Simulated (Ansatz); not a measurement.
Input and command of a plane-wave DFT calculation in Ansatz:

```yaml
crystal:
  lattice:
    - [5.2622629671, 0.0, 0.0]
    - [-2.6311314835, 4.5572534109, 0.0]
    - [0.0, 0.0, 4.2456894393]
  atoms:
    - { symbol: Ag, position: [0.5, 0.0, 0.0] }
    - { symbol: Ag, position: [0.5, 0.5, 0.0] }
    - { symbol: Ag, position: [0.0, 0.5, 0.0] }
    - { symbol: W, position: [0.0, 0.0, 0.0] }
    - { symbol: W, position: [0.3333333333, 0.6666666667, 0.5] }
    - { symbol: W, position: [0.6666666667, 0.3333333333, 0.5] }
basis:
  ecutwfc: 420
kpoints:
  mp_grid: { grid: [6, 6, 4] }
hamiltonian:
  xc: pbe
scf:
  occupations: { method: gaussian, width: 0.1 }
  lower_state_search: "off"
output:
  forces: true
  stress: true
  eigenvalues: true
relax:
  adjacent_minimum: "off"
  f_tol: 0.04
  max_steps: 70
  cell: { stress_tol: 0.4 }
```

```bash
ansatz run input.yaml --threads 1 --pin off --max-ram 2560MiB --backend cpu --events-out ev --progress --plain --runs-dir out
```

Processor: Arm Neoverse V1, 1 thread, on a host shared with other jobs.

Problem. How long does it run, and how much memory does it take?

Solution. About 39 s on 1 thread of Arm Neoverse V1, with other jobs on the host, peak memory 0.43 GiB. It solves 60 bands at 21 k points (the mesh reduced by the symmetry that the task leaves, which can be less than the crystal's) with about 2217 plane waves (on the last cell), in 33 SCF iterations over 5 ionic steps.
